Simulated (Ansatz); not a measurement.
Relaxed-ion elastic tensor of GaP (zinc blende, F-43m) in GPa (Voigt order), PBE in the plane-wave PAW code Ansatz; density 4.01 g/cm³, 20.86 Å³ per atom.

```
 125  52.5  52.5   0.0   0.0   0.0
52.5   125  52.5   0.0   0.0   0.0
52.5  52.5   125   0.0   0.0   0.0
 0.0   0.0   0.0  64.5   0.0   0.0
 0.0   0.0   0.0   0.0  64.5   0.0
 0.0   0.0   0.0   0.0   0.0  64.5
```

Q: Is the crystal mechanically stable?

A: Yes: the smallest eigenvalue of C is 64.5 GPa.

Q: Work out the Voigt, Reuss and Hill averages.

A: K_V = 76.8, K_R = 76.8, K_H = 76.8; G_V = 53.3, G_R = 49.3, G_H = 51.3 GPa.

Q: Give Young's modulus, Poisson's ratio, Pugh's ratio and the universal anisotropy index.

A: E = 9KG/(3K + G) = 126 GPa; ν = 0.23; K/G = 1.50 (brittle by the Pugh limit of 1.75); A_U = 5G_V/G_R + K_V/K_R − 6 = 0.40.

Q: Estimate the sound speeds and the Debye temperature.

A: v_l = √((K + 4G/3)/ρ) = 6020 m/s, v_t = √(G/ρ) = 3580 m/s, mean 3960 m/s; Θ = (h/k)(3n/4πV)^(1/3) v_m = 428 K.

Q: Give the Zener ratio and Young's modulus along [100], [110] and [111].

A: A = 2C44/(C11 − C12) = 1.77; 1/E = S11 − 2(S11 − S12 − S44/2)Γ with Γ = 0, 1/4, 1/3 gives 94.4, 131, 151 GPa.

Q: Solve the Christoffel equation for the three sound speeds along [100], [110], [111].

A: Eigenvalues of C_ijkl n_j n_l equal ρv² (piezoelectric stiffening left out). In km/s, slowest first: [100] 4.01, 4.01, 5.59; [110] 3.02, 4.01, 6.19; [111] 3.38, 3.38, 6.38.

The cell was relaxed with PBE under the symmetry of its start; phonons on a q-mesh show no instability. Spin–orbit coupling is left out wherever it is not named.

Potentials: the later of the program's two PAW sets.
